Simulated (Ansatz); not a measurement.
## RuSb₂ in the CdI2-type structure

The computed numbers are results of PBEsol, scalar-relativistic (no spin polarisation) in the plane-wave PAW code Ansatz at 420 eV, 10×10×6 k-mesh, Gaussian smearing of 0.05 eV. The datasets are Ansatz's generated set soft_2.

```xyz
3
Lattice="3.5265 0.0000 0.0000 -1.7633 3.0540 0.0000 0.0000 0.0000 5.9088" Properties=species:S:1:pos:R:3 pbc="T T T"
Ru    0.0000    0.0000    0.0000
Sb    0.0000    2.0360    1.6939
Sb    1.7633    1.0180    4.2149
```

This is a trial structure; measured cells of the compound in the Crystallography Open Database are in space group Pnnm.

Cell and atoms are those of this level's equilibrium.

The cell has space group P-3m1 (read at 0.01 Å). In it the stress is 0.01, 0.01, -0.02, 0.00, 0.00, 0.00 GPa and the largest force component 0.001 eV/Å. Each change below starts from this cell, without further relaxation. Stress is in GPa, positive in compression, in the order xx, yy, zz, yz, xz, xy; energies are counted from the cell above and are free energies with the smearing's entropy, which match forces and stress in a metal.

Q: One atom was moved along a Cartesian axis, and these forces appeared. Which atom, and about how far?
| atom | Fx (eV/Å) | Fy | Fz |
| --- | --- | --- | --- |
| Ru1 | 0.721 | -0.186 | 0.281 |
| Sb2 | 0.234 | 0.016 | -0.045 |
| Sb3 | -0.955 | 0.170 | -0.236 |

A: Atom 3 (Sb) is moved by 0.20 Å along x; the energy changes by 94.9 meV per cell.

Q: What stress follows from an engineering strain of -2 % in xz, atoms carried along?

A: 0.07, 0.02, 0.00, -0.04, 1.72, -0.92 GPa; the energy changes by 6.6 meV per cell.
| atom | Fx (eV/Å) | Fy | Fz |
| --- | --- | --- | --- |
| Ru1 | 0.000 | 0.000 | 0.000 |
| Sb2 | 0.137 | -0.005 | 0.003 |
| Sb3 | -0.137 | 0.005 | -0.003 |
The change of the stress over the strain gives a clamped-atom stiffness of about 86 GPa for this component.
In a harmonic crystal the energy would rise by V(½Cε² − σ₀ε), with σ₀ the stress of the unstrained cell, = 6.8 meV, which matches.

Scalar-relativistic only: spin–orbit splittings of the heavy atoms' levels are missing.
